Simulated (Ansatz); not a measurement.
## In₃Se: energy along a strain

In₃Se, Pm-3m, a = 4.588 Å. The structure is a Materials Project entry; whether it is the stable form wasn't checked. Ansatz: PBEsol+D3(BJ), PAW, 420 eV, Γ-centred 10×10×10 mesh on 4 atoms, Gaussian smearing 0.15 eV; no spin polarisation. Cell vectors (Å): 4.588 0.000 0.000; 0.000 4.588 0.000; 0.000 0.000 4.588. The cell is strained by x per cent times the pattern (0 0 0 1 0 0) in the order xx yy zz yz xz xy (engineering shears), with fractional coordinates held. y is the free energy over the start, V0 = 24.142 Å³/atom. Symmetry makes y even in x. Points with a strain past 8.5 % were computed too (2) and aren't used here.

| x (%) | y (meV/atom) |
| --- | --- |
| -5.00 | 2.04 |
| 0.00 | 0.00 |
| 1.25 | 0.11 |
| 2.50 | 0.46 |
| 3.75 | 1.08 |
| 6.25 | 3.39 |
| 7.50 | ? |

Question: Fit y = c2 x² + c4 x⁴ to the other rows, get the stiffness along the pattern, and predict the missing energy.

Answer: Least squares on the rows shown. y = 0.07161 x² + 0.0003897 x⁴. The clamped-ion stiffness p·C·p = 2 × 0.7161 eV × 160.2 / 24.142 Å³ = 9.5 GPa, which is C44 in these axes. At x = 7.50 the fit asked for gives 5.26 meV/atom. The run gave 5.13 meV/atom, so the fit is 0.13 meV/atom too high, a small miss on the scale of the series.

Spin polarisation was left out, and a magnetic state may lie lower.

Cost: 9 runs of about 2.2 core-minutes in all, on Intel Xeon 6975P-C (Granite Rapids) (shared hosts).